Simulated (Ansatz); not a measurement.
CH3Cl on a (111) slab of Au (Fm-3m (No. 225)), 3 planes, outer planes Au (top) and Au (bottom), 1 a cell of 29.2 Å², relaxed and still whole (its atoms last):

```
CELL_PARAMETERS angstrom
5.80279 0.00000 0.00000
-2.90140 5.02536 0.00000
0.00000 0.00000 24.45406
ATOMIC_POSITIONS crystal
Au 0.33333 0.16667 0.32714
Au 0.33333 0.66667 0.32714
Au 0.83333 0.16667 0.32714
Au 0.83333 0.66667 0.32714
Au 0.66824 0.33434 0.42905
Au 0.66798 0.83425 0.42908
Au 0.16758 0.33419 0.42928
Au 0.16760 0.83390 0.42933
Au 0.00205 0.50149 0.53148
Au 0.00216 0.00165 0.53156
Au 0.50247 0.50114 0.53069
Au 0.50239 0.00194 0.53090
C 0.37149 0.66586 0.67119
Cl 0.01667 0.51663 0.66586
H 0.46224 0.86732 0.65443
H 0.42196 0.66879 0.71436
H 0.43152 0.54584 0.64698
```

These are results of DFT PBE+D3(BJ), scalar-relativistic, plane waves, PAW (Ansatz), not measurements. Settings: cutoff 420 eV, Γ-centred mesh 4×4×1 on the computed 17-atom cell, Gaussian smearing of 0.10 eV; no spin polarisation. The cell repeats along c with a dipole correction in the vacuum.

It binds with 0.41 eV a molecule against the clean slab and the free molecule (no zero-point or thermal terms); its shortest contact is H–Au 2.90 Å. Take first-order desorption with no barrier to adsorption, no reaction on the face and an assumed prefactor of 10^13 s⁻¹.

(1) How long does a molecule stay at 473 K?

(2) Where does its peak lie in a desorption experiment heated at 5 K/s?

(3) Is this physisorption or chemisorption?

Results:

(1) τ = ν⁻¹·exp(E/k_BT) with k_BT = 0.0408 eV: E/k_BT = 10.1, so τ ≈ 2×10^-9 s. At about one hit a site a second (10⁻⁶ mbar) the coverage is near τ × 1 s⁻¹, so a layer needs roughly 4×10^2 mbar.

(2) The peak obeys E/(k_B·T_p²) = (ν/β)·exp(−E/k_BT_p). Solving gives T_p ≈ 159 K (E/k_BT_p = 30.0). An error of 0.1 eV in E moves it by about 39 K, and larger molecules have larger prefactors, which lowers it.

(3) The tightest contact, Cl–Au 3.29 Å, is 1.38 times the sum of covalent radii, and deformation and lateral interaction add up to -0.08 eV; about 0.03 e cross the plane between them. This is physisorption.